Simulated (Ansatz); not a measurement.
The relaxed structure here is a generated cell of Cu: the first start was made by a random draw of sites in a space group, and the end was not matched to a known phase here, so it may be hypothetical. Known forms of Cu include space group No. 225.

A relaxed structure of Cu. Space group R3m (No. 160). Level of theory: PBEsol (plane waves to 420 eV, PAW, scalar-relativistic; Ansatz, a program for electronic structure).

Space group R3m, hexagonal axes (No. 160); a = 7.0712 Å, b = 7.0712 Å, c = 2.4313 Å, α = 90.00°, β = 90.00°, γ = 120.00°

```tsv
atom	site	symmetry	x	y	z
Cu	9b	.m	0.1165	0.2330	0.3086
```
(The calculation used a cell of 3 atoms; values per cell refer to that cell.)

```json
{
 "volume_per_atom": "11.70 Å³",
 "band_gap": "no gap (metallic)",
 "shortest_distances": "Cu–Cu 2.43 Å",
 "k-mesh": "20×20×20"
}
```

Band energies at high-symmetry points (eV from the Fermi level; labels of this space group; no spin-orbit coupling), from −5 eV up to 2.2 eV:

```csv
point,energies
Γ,-4.20 -4.20 -3.89 -3.60 -3.60 -3.53 -3.49 -2.84 -2.84 -2.27 -2.17 -2.17 -1.84 -1.84 -1.65
L,-4.96 -4.53 -4.45 -4.10 -4.03 -3.32 -3.17 -3.05 -2.60 -2.51 -2.27 -1.95 -1.61 -1.56 -1.31 -0.15 1.52
T,-4.71 -4.71 -4.59 -3.67 -3.49 -3.49 -3.20 -3.20 -2.76 -2.22 -2.22 -2.13 -1.51 -1.35 -1.35 1.45 1.45 1.74
P0,-4.84 -4.56 -4.56 -3.78 -3.68 -3.61 -3.61 -2.99 -2.79 -2.79 -1.78 -1.78 -1.65 -1.46 -1.46 0.82 1.16 1.16
P2,-4.84 -4.56 -4.56 -3.78 -3.68 -3.61 -3.61 -2.99 -2.79 -2.79 -1.78 -1.78 -1.65 -1.46 -1.46 0.82 1.16 1.16
F,-4.02 -3.76 -3.71 -3.35 -3.34 -2.38 -2.37 -2.11 -1.96 -1.81 -1.80 -1.73 -1.60 -1.39 -0.71
```

No spin polarisation in the result.

The run could not lose the symmetry of its start: the end is stationary, and may be a saddle point rather than a minimum.
